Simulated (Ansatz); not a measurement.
Ni (Fm-3m): electronic heat capacity from the density of states

Level of theory: DFT r2SCAN, scalar-relativistic, plane waves, PAW (Ansatz 0.2.0).

Plane waves to 500 eV, a k mesh through Γ of 20×20×20 on the computed 1-atom cell and Gaussian smearing (0.10 eV); collinear spin from starting moments 0.9 μB.

Relaxed cell: Fm-3m, a = 3.479 Å, b = 3.479 Å, c = 3.479 Å, α = 90.00°, β = 90.00°, γ = 90.00°, 1 atom in the primitive cell.

The density of states at the Fermi level is 1.165 states/eV in the cell of 1 atom (1 formula unit; both spins, tetrahedra on a 30×30×30 mesh). The run ends with a moment of 0.75 μB a cell (largest on a site 0.82 μB), and the figure is for this state; a paramagnetic sample can have a quite different one. Another magnetic order, if the compound takes it, can change N(E_F) and the shape of the cell a good deal.

**Question.** What Sommerfeld coefficient does this give?

**Answer.** Per formula unit N(E_F) = 1.165 states/eV. γ = (π²/3) k_B² N(E_F) N_A = 2.357 mJ/(mol K²) per state/eV, so γ = 2.7 mJ/(mol K²), a mole of formula units. This is the bare band result: a measured γ of the same phase and magnetic order is as a rule larger by a factor 1 + λ from phonons and spin fluctuations. N(E_F) at one energy is sensitive to the mesh where the density of states has sharp peaks.

The state reached may not be the lowest one.

Only this magnetic start was tried.

Cost: 1 run of about 0.51 core-minutes, on Arm Neoverse V1 (shared hosts).